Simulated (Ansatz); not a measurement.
Geometry optimisation in Ansatz: input, command and trajectory.

```yaml
crystal:
  lattice:
    - [5.0214646852, 0.0, 0.0]
    - [-2.5107323426, 4.3487159816, 0.0]
    - [0.0, 0.0, 3.5319184929]
  atoms:
    - { symbol: K, position: [0.3333333333, 0.6666666667, 0.5] }
    - { symbol: K, position: [0.6666666667, 0.3333333333, 0.5] }
    - { symbol: Co, position: [0.0, 0.0, 0.0], spin: 1.85 }
basis:
  ecutwfc: 420
kpoints:
  mp_grid: { grid: [6, 6, 6] }
hamiltonian:
  xc: pbe
scf:
  occupations: { method: gaussian, width: 0.1 }
  lower_state_search: "off"
output:
  forces: true
  stress: true
  eigenvalues: true
  populations: true
magnetization:
  spin_polarized: true
relax:
  adjacent_minimum: "off"
  f_tol: 0.04
  max_steps: 70
  cell: { stress_tol: 0.4 }
```

```bash
ansatz run input.yaml --threads 1 --pin off --max-ram 2560MiB --backend cpu --events-out ev --progress --plain --runs-dir out
```

All numbers below come from Ansatz, DFT PBE, scalar-relativistic, plane waves, PAW.

Of 8 frames 8 are shown, positions in Å and forces in eV/Å; the SCF threshold varies from step to step. Steps run on the plane waves of an earlier cell, with a Pulay correction in the pressure. The basis is chosen afresh for the last frame, the zero of the energies, and at times for earlier ones too; energy and pressure step there, also at an unchanged geometry. Here that happened at step 5 (-18 meV/atom, 1.1 GPa); the frames before carry an error of that size.

```xyz
3
Lattice="5.0215 0.0000 0.0000 -2.5107 4.3487 0.0000 0.0000 0.0000 3.5319" Properties=species:S:1:pos:R:3:forces:R:3 pbc="T T T" step=1 free_energy_over_end_meV_per_atom=188.65 pressure_GPa=5.68
K     0.0000    2.8991    1.7660    0.0000    0.0000    0.0000
K     2.5107    1.4496    1.7660    0.0000    0.0000    0.0000
Co    0.0000    0.0000    0.0000    0.0000    0.0000    0.0000
3
Lattice="5.2667 0.0000 0.0000 -2.6334 4.5611 0.0000 0.0000 0.0000 3.5282" Properties=species:S:1:pos:R:3:forces:R:3 pbc="T T T" step=2 free_energy_over_end_meV_per_atom=90.01 pressure_GPa=3.23
K     0.0000    3.0408    1.7641    0.0000    0.0000    0.0000
K     2.6334    1.5204    1.7641    0.0000    0.0000    0.0000
Co    0.0000    0.0000    0.0000    0.0000    0.0000    0.0000
3
Lattice="5.5119 0.0000 0.0000 -2.7559 4.7734 0.0000 0.0000 0.0000 3.5187" Properties=species:S:1:pos:R:3:forces:R:3 pbc="T T T" step=3 free_energy_over_end_meV_per_atom=36.97 pressure_GPa=1.18
K     0.0000    3.1823    1.7594    0.0000    0.0000    0.0000
K     2.7559    1.5911    1.7594    0.0000    0.0000    0.0000
Co    0.0000    0.0000    0.0000    0.0000    0.0000    0.0000
3
Lattice="5.6864 0.0000 0.0000 -2.8432 4.9246 0.0000 0.0000 0.0000 3.4868" Properties=species:S:1:pos:R:3:forces:R:3 pbc="T T T" step=4 free_energy_over_end_meV_per_atom=27.11 pressure_GPa=-0.25
K     0.0000    3.2830    1.7434    0.0000    0.0000    0.0000
K     2.8432    1.6415    1.7434    0.0000    0.0000    0.0000
Co    0.0000    0.0000    0.0000    0.0000    0.0000    0.0000
3
Lattice="5.6864 0.0000 0.0000 -2.8432 4.9246 0.0000 0.0000 0.0000 3.4868" Properties=species:S:1:pos:R:3:forces:R:3 pbc="T T T" step=5 free_energy_over_end_meV_per_atom=8.90 pressure_GPa=0.83
K     0.0000    3.2830    1.7434    0.0000    0.0000    0.0000
K     2.8432    1.6415    1.7434    0.0000    0.0000    0.0000
Co    0.0000    0.0000    0.0000    0.0000    0.0000    0.0000
3
Lattice="5.7907 0.0000 0.0000 -2.8953 5.0149 0.0000 0.0000 0.0000 3.4664" Properties=species:S:1:pos:R:3:forces:R:3 pbc="T T T" step=6 free_energy_over_end_meV_per_atom=2.47 pressure_GPa=0.45
K     0.0000    3.3433    1.7332    0.0000    0.0000    0.0000
K     2.8953    1.6716    1.7332    0.0000    0.0000    0.0000
Co    0.0000    0.0000    0.0000    0.0000    0.0000    0.0000
3
Lattice="5.8898 0.0000 0.0000 -2.9449 5.1007 0.0000 0.0000 0.0000 3.4644" Properties=species:S:1:pos:R:3:forces:R:3 pbc="T T T" step=7 free_energy_over_end_meV_per_atom=0.45 pressure_GPa=0.09
K     0.0000    3.4005    1.7322    0.0000    0.0000    0.0000
K     2.9449    1.7002    1.7322    0.0000    0.0000    0.0000
Co    0.0000    0.0000    0.0000    0.0000    0.0000    0.0000
3
Lattice="5.8898 0.0000 0.0000 -2.9449 5.1007 0.0000 0.0000 0.0000 3.4644" Properties=species:S:1:pos:R:3:forces:R:3 pbc="T T T" step=8 free_energy_over_end_meV_per_atom=0.00 pressure_GPa=0.09
K     0.0000    3.4005    1.7322    0.0000    0.0000    0.0000
K     2.9449    1.7002    1.7322    0.0000    0.0000    0.0000
Co    0.0000    0.0000    0.0000    0.0000    0.0000    0.0000
```

The start puts this composition into another compound's structure type, which needn't suit it. The cell swells from 25.7 to 34.7 Å³ an atom, so the end can be far from any stable crystal. At the end the space group is P6/mmm (tolerance 0.05 Å).

Time: 30 s on 1 thread of Intel(R) Xeon(R) 6975P-C (Granite Rapids), on a shared host, peak memory 0.47 GiB.

The k mesh is coarse.